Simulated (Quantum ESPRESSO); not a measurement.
pw.x input (Quantum ESPRESSO 7.5; PBEsol, PseudoDojo standard norm-conserving files, fully relativistic):

```
&CONTROL
  calculation = 'scf'
  pseudo_dir = './pseudo'
  outdir = './out'
  tprnfor = .true.
  tstress = .true.
/
&SYSTEM
  ibrav = 0
  nat = 2
  ntyp = 2
  ecutwfc = 86.0
  ecutrho = 344.0
  occupations = 'smearing'
  smearing = 'fd'
  degauss = 0.002
  nbnd = 36
  noncolin = .true.
  lspinorb = .true.
/
&ELECTRONS
  conv_thr = 2e-10
/
ATOMIC_SPECIES
Se 78.9710 Se.upf
Pb 207.2000 Pb.upf
CELL_PARAMETERS angstrom
  0.000000000000   3.090825000000   3.090825000000
  3.090825000000   0.000000000000   3.090825000000
  3.090825000000   3.090825000000   0.000000000000
ATOMIC_POSITIONS crystal
Se   0.500000000000   0.500000000000   0.500000000000
Pb   0.000000000000   0.000000000000   0.000000000000
K_POINTS automatic
8 8 8 0 0 0
```

End of the output:

```

[...]
     the Fermi energy is     8.7377 ev
!    total energy              =    -382.49146951 Ry
     estimated scf accuracy    <          1.6E-11 Ry
     smearing contrib. (-TS)   =      -0.00001048 Ry
     internal energy E=F+TS    =    -382.49145904 Ry
     The total energy is F=E-TS. E is the sum of the following terms:
     one-electron contribution =    -177.05061294 Ry
     hartree contribution      =     101.03263722 Ry
     xc contribution           =     -87.27813330 Ry
     ewald contribution        =    -219.19535002 Ry
     convergence has been achieved in  10 iterations
     Forces acting on atoms (cartesian axes, Ry/au):
     atom    1 type  1   force =     0.00000000    0.00000000    0.00000000
     atom    2 type  2   force =     0.00000000    0.00000000   -0.00000000
     Total force =     0.000000     Total SCF correction =     0.000000
     Computing stress (Cartesian axis) and pressure
          total   stress  (Ry/bohr**3)                   (kbar)     P=      -22.07
  -0.00015002  -0.00000000  -0.00000000          -22.07       -0.00       -0.00
  -0.00000000  -0.00015002  -0.00000000           -0.00      -22.07       -0.00
  -0.00000000  -0.00000000  -0.00015002           -0.00       -0.00      -22.07
```
In a gapped system the printed Fermi energy is only some level inside the gap.

Geometry of the Materials Project entry, not relaxed at this level.
